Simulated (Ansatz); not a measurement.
## MoS2 (3R-MoS2 type, space group R3m), scan of one atom of the cell

Starting cell, MoS$_{2}$ (3R-MoS2 type, space group R3m):

```xyz
3
Lattice="1.5876 0.9166 6.1949 -1.5876 0.9166 6.1949 0.0000 -1.8332 6.1949" Properties=species:S:1:pos:R:3 pbc="T T T"
Mo     0.0000     0.0000     0.0001
S      0.0000     0.0000    13.9441
S      0.0000     0.0000    10.8349
```

In this cell atom 2 (S, nearest neighbour Mo at 2.403 Å; its periodic images, 3.2 Å or more away, move with it) is moved by s along Cartesian [111], unit vector (0.577, 0.577, 0.577); all other atoms and the cell stay fixed.

All values below come from r2SCAN+rVV10 (plane waves to 500 eV, PAW, scalar-relativistic; Ansatz, an electronic-structure program). k mesh 10×10×10 (Γ-centred), Fermi-Dirac smearing 0.05 eV. The energy includes the smearing's −TS. Stress and pressure are positive under compression. Left out: 1 of 11 points, with atoms too close for the PAW data. F∥ is the force on the atom along that direction. F⊥ is the part of the force across the line. MoS2 is run without spin polarisation. MoS2 was relaxed with its symmetry unable to fall. This is one of several known forms of MoS2; the measured ambient cells at hand have space group No. 194. The zero of ΔE is the undisplaced structure.

| s (Å) | ΔE (meV/cell) | P (GPa) | |F⊥| (eV/Å) | F∥ (eV/Å) |
|---|---|---|---|---|
| -0.384 | 1414 | 19.0 | 2.459 | 8.927 |
| -0.288 | 716 | 12.3 | 1.561 | 5.750 |
| -0.192 | 287 | 7.1 | 0.900 | 3.293 |
| -0.096 | 65 | 3.1 | 0.398 | 1.417 |
| 0.000 | 0 | 0.0 | 0.001 | -0.001 |
| 0.096 | 53 | -2.4 | 0.331 | -1.061 |
| 0.192 | 195 | -4.2 | 0.613 | -1.842 |
| 0.288 | 400 | -5.5 | 0.856 | -2.401 |
| 0.384 | 650 | -6.6 | 1.070 | -2.781 |
| 0.480 | 929 | -7.4 | 1.261 | -3.012 |

Derived quantities:

| Property | Value |
|---|---|
| Energy at s = 0.480 Å | 929 meV/cell |
| Force along the line at s = -0.384 Å | 8.93 eV/Å |
| Symmetry of the curve | not even: the negative side lies higher at ±0.384 Å |
| Shape of the curve | a single well with its minimum at or next to zero displacement |
| Force constant k = d²E/ds² at s = 0 (finite differences) | 12.8 eV/Å² |
| Harmonic estimate at the end of the scan | ½ks² = 1469 meV/cell against the computed 929 meV/cell, so the well is softer than harmonic there |

(A displaced cell: forces are minus the slopes of the energy, force constants its curvatures, and phonons follow from these.)
